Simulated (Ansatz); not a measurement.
Re (hcp (Mg type), P6_3/mmc) under volume change, DFT-r²SCAN in the program Ansatz with PAW potentials, shape and atoms relaxed at each volume.

| V (Å³/atom) | E − E(relaxed) (meV/atom) | P (GPa) |
|---|---|---|
| 13.376 | ? | ? |
| 13.817 | 71.7 | 27.51 |
| 14.258 | 16.9 | 12.66 |
| 14.699 | 0.0 | 0.00 |
| 15.140 | 15.2 | -10.78 |
| 15.581 | ? | ? |
| 16.022 | 123.8 | -27.71 |

Fill in the missing entries.


- 15.581, E − E(relaxed) (meV/atom): 57.9
- 15.581, P (GPa): -19.94
- 13.376, E − E(relaxed) (meV/atom): 170.8
- 13.376, P (GPa): 44.95

What does a third-order Birch–Murnaghan fit give for V₀, B₀ and B′?

V₀ = 14.70 Å³/atom, B₀ = 388 GPa, B′ = 4.4.

The r²SCAN relaxation kept the symmetry of its start; of distortions, only those at the zone centre were tested. No spin polarisation was allowed. Spin–orbit coupling is left out wherever it is not named.

Potentials: the later of the program's two PAW sets.
